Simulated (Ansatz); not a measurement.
Al (hcp (Mg type), space group No. 194) at seven volumes, the program Ansatz at the r²SCAN+D4 level (PAW), shape and atoms relaxed at each. One row is withheld.

| V (Å³/atom) | P (GPa) |
|---|---|
| 14.392 | 10.55 |
| 14.866 | 6.48 |
| 15.341 | 2.99 |
| 15.815 | 0.00 |
| 16.290 | ? |
| 16.764 | -4.70 |
| 17.238 | -6.53 |

Problem. Fit the shown pressures and predict the withheld one.

Solution. P = (3/2)B₀(x^(7/2) − x^(5/2))[1 + (3/4)(B′ − 4)(x − 1)] with x = (V₀/V)^(2/3). Least squares on the six rows gives V₀ = 15.817 Å³/atom, B₀ = 91.3 GPa, B′ = 4.28. At V = 16.290, x = 0.9805 and P = -2.53 GPa. The run itself gave -2.54 GPa.

Space group P6_3/mmc (hcp (Mg type)). The workflow started from a Materials Project entry (that database holds measured and hypothetical structures alike); the Crystallography Open Database copy checked does not list it. It is not the phase usual at ambient conditions (space group No. 225). The r²SCAN+D4 relaxation kept the symmetry of its start; its stability against distortions is not shown here. The pairwise dispersion correction was not fitted to metals.

Potentials: the later of the program's two PAW sets.
